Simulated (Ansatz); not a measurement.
ZnS:
```yaml
crystal:
  lattice:
    - [0.00000, 2.69451, 2.69451]
    - [2.69451, 0.00000, 2.69451]
    - [2.69451, 2.69451, 0.00000]
  atoms:
    - { symbol: S, position: [0.75000, 0.75000, 0.75000] }
    - { symbol: Zn, position: [0.00000, 0.00000, 0.00000] }
```

Relaxed with r²SCAN.

Question: Map the electron localisation function on the plane through (0.750, 0.750, 0.750) spanned by u = [1, 0, 0] and v = [-1, 1, 1] in lattice vectors, from plane-wave PAW r²SCAN (Ansatz code).

Answer: x is the fraction of u, y of v (the angle between them is 90°; rows are the nearest grid lines); atoms in the plane: S at (0.00, 0.00), Zn at (0.50, 0.25).
```
|00489974211247998400|
|01589874211247898510|
|45788864100146888754|
|99987642000024678999|
|99876421000012467899|
|87764210000001246778|
|65532100000000123556|
|33210000000000001233|
|11000000000000000011|
|00000000000000000000|
|00000000000000000000|
|00000000111100000000|
|00000011111111000000|
|00000111111111100000|
|00001111111111110000|
|11111121000012111111|
|33221110000001112233|
|65431110000001113456|
|87752110000001125778|
|99984210000001248999|
|99997321000012379999|
|46899852111125899864|
|01699973111137999610|
|00489974211247998400|
```
Scale: ten equal steps from 0.000 (start of '0') to 0.890 (end of '9'), in the order '0123456789'; x runs from 0.000 to 1.00, y from 0.000 (bottom) to 1.00 (top).

The density is the valence pseudo-density with augmentation charge, so density and ELF within about 1 Å of a nucleus are not all-electron values.

Space group F-43m (zinc blende). Symmetry was held in the r²SCAN relaxation; phonons on a q-mesh show no instability.

Potentials: the later of the program's two PAW sets.
